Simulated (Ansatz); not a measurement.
This guess for B₃Sb₂P is about to be relaxed.

Space group P-6m2 (No. 187). a = 4.066 Å, b = 4.066 Å, c = 7.987 Å, α = 90.00°, β = 90.00°, γ = 120.00°
| atom | site | symmetry | x | y | z |
| --- | --- | --- | --- | --- | --- |
| B | 1f | -6m2 | 0.6667 | 0.3333 | 0.5000 |
| B | 1a | -6m2 | 0.0000 | 0.0000 | 0.0000 |
| B | 1b | -6m2 | 0.0000 | 0.0000 | 0.5000 |
| Sb | 2h | 3m. | 0.3333 | 0.6667 | 0.2478 |
| P | 1e | -6m2 | 0.6667 | 0.3333 | 0.0000 |

These are results of Ansatz 0.2.0, DFT PBE, scalar-relativistic, plane waves, PAW, not measurements. Cutoff 420 eV, Gaussian smearing, Γ-centred meshes. Cell and atoms relax first on a coarse mesh and then on a finer one. In between, the cell is made exact in the group found at 0.06 Å. In metals the finer mesh still leaves noise of several meV/atom or more. The steps can't lower the symmetry of their start. No spin polarisation.

A guess keeps its type if space group and coordination stay and the shape of the cell changes little (axis ratios within about 15 %, angles within 6°); the volume may change.

Question: Does it keep its structure type, or change into something else?

Answer: It doesn't keep its type. The symmetry stays P-6m2 (No. 187). The volume per atom shrinks by 14.1 %, from 19.1 to 16.4 Å³. The shortest distance goes from 2.35 Å (B–P and B–B) to 1.84 Å (B–P and B–B). The ratio c/a of the conventional cell changes by a factor of 1.78. Counting neighbours within 15 % of an atom's shortest distance, the start has B 3, P 3, Sb 12 and the end B 3, P 3, Sb 12. In detail, at the end around B on its first site lie 3 B at 1.84 Å and 6 Sb at 2.80 Å; around Sb lie 6 B at 2.80 Å and 6 Sb at 3.19 Å; P has 3 B at 1.84 Å; 2 more sites not described.

```cif
data_structure
_symmetry_space_group_name_H-M 'P-6m2'
_symmetry_Int_Tables_number 187
_cell_length_a 3.1910
_cell_length_b 3.1910
_cell_length_c 11.1348
_cell_angle_alpha 90.000
_cell_angle_beta 90.000
_cell_angle_gamma 120.000
_cell_volume 98.19
loop_
_atom_site_label
_atom_site_type_symbol
_atom_site_symmetry_multiplicity
_atom_site_Wyckoff_symbol
_atom_site_fract_x
_atom_site_fract_y
_atom_site_fract_z
_atom_site_occupancy
B1 B 1 f 0.66667 0.33333 0.50000 1
B2 B 1 a 0.00000 0.00000 0.00000 1
B3 B 1 b 0.00000 0.00000 0.50000 1
Sb1 Sb 2 h 0.33333 0.66667 0.31057 1
P1 P 1 e 0.66667 0.33333 0.00000 1
```

The zero of energy is the elements' standard structures at the same level; no fitted shifts are applied. The references include black phosphorus.

Question: At what energy does it end?

Answer: +0.41 eV/atom. A positive value: parting into the elements would lower its energy.

The last run used a 12×12×4 mesh (in the run's order of axes) for its 6-atom cell and Gaussian smearing of 0.10 eV. No dispersion correction is applied, so the spacing and binding between layers, chains or molecules are poorly described. These runs have no spin–orbit coupling, which can matter for Sb. The reference form of P is held partly by dispersion forces, which this level lacks. A structure relaxed within its symmetry needn't be a true minimum.
